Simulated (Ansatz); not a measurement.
Cu3Sn in space group Fm-3m (No. 225; Cu on 4b, Cu on 8c, Sn on 4a), plane-wave PAW PBEsol (Ansatz code), all energies at zero smearing, with the estimated change up to a 700 eV cutoff added, with one set of potentials and settings (totals compare only within such a set). Cell of 4 atoms (3 Cu, 1 Sn): -25715.904 eV.

```json
[
 {"element": "Cu", "reference phase": "Fm-3m, 1 atoms in the cell", "E (eV/atom)": "-6588.7768"},
 {"element": "Sn", "reference phase": "I4_1/amd, 2 atoms in the cell", "E (eV/atom)": "-5949.7830"}
]
```

Formation energy per atom, worked out: (-25715.904 − 3×(-6588.7768) − 1×(-5949.7830))/4 = 0.052 eV/atom (5 kJ per mol of atoms), at 0 K, without zero-point energy or fitted corrections.

The first step of the workflow began from a Materials Project structure, measured or hypothetical; the Crystallography Open Database copy checked does not list it. COD files the formula under space group No. 59, 63. With Cu and Sn taken as one species the cell has the higher symmetry Im-3m, so it may be an ordered model of a mixed-site phase. Whether it is the stable phase at ambient conditions was not checked. The PBEsol relaxation kept the symmetry of its start. At this level the phase is mechanically unstable. No spin polarisation was allowed. The references are the lowest solids computed at this level, not always the standard phases. Spin–orbit coupling is left out wherever it is not named.

Potentials: the later of the program's two PAW sets.
